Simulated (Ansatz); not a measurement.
Relaxed-ion elastic tensor of Ca (fcc (Cu type), space group No. 225) in GPa (Voigt order), the program Ansatz at the PBEsol level (PAW); density 1.64 g/cm³, 40.58 Å³ per atom.

```csv
,1,2,3,4,5,6
1,23.1,15.7,15.7,0.0,0.0,0.0
2,15.7,23.1,15.7,0.0,0.0,0.0
3,15.7,15.7,23.1,0.0,0.0,0.0
4,0.0,0.0,0.0,16.2,0.0,0.0
5,0.0,0.0,0.0,0.0,16.2,0.0
6,0.0,0.0,0.0,0.0,0.0,16.2
```

**Question.** Is the crystal mechanically stable?

**Answer.** Yes: the smallest eigenvalue of C is 7.4 GPa.

**Question.** Work out the Voigt, Reuss and Hill averages.

**Answer.** K_V = 18.1, K_R = 18.1, K_H = 18.1; G_V = 11.2, G_R = 6.9, G_H = 9.0 GPa.

**Question.** Give Young's modulus, Poisson's ratio, Pugh's ratio and the universal anisotropy index.

**Answer.** E = 9KG/(3K + G) = 23.2 GPa; ν = 0.29; K/G = 2.01 (ductile by the Pugh limit of 1.75); A_U = 5G_V/G_R + K_V/K_R − 6 = 3.14.

**Question.** Estimate the sound speeds and the Debye temperature.

**Answer.** v_l = √((K + 4G/3)/ρ) = 4290 m/s, v_t = √(G/ρ) = 2350 m/s, mean 2620 m/s; Θ = (h/k)(3n/4πV)^(1/3) v_m = 227 K.

**Question.** Give the Zener ratio and Young's modulus along [100], [110] and [111].

**Answer.** A = 2C44/(C11 − C12) = 4.39; 1/E = S11 − 2(S11 − S12 − S44/2)Γ with Γ = 0, 1/4, 1/3 gives 10.4, 22.7, 37.5 GPa.

Space group Fm-3m (fcc (Cu type)). The cell was relaxed with PBEsol under the symmetry of its start. As this level gives no gap, shear constants depend on the k-mesh and smearing (Fermi–Dirac, 0.1 eV here).

Potentials: the earlier of the program's two PAW sets. The files were generated under PBE; for other functionals the program regenerates the frozen cores, and for LDA and PBEsol the local potential too.
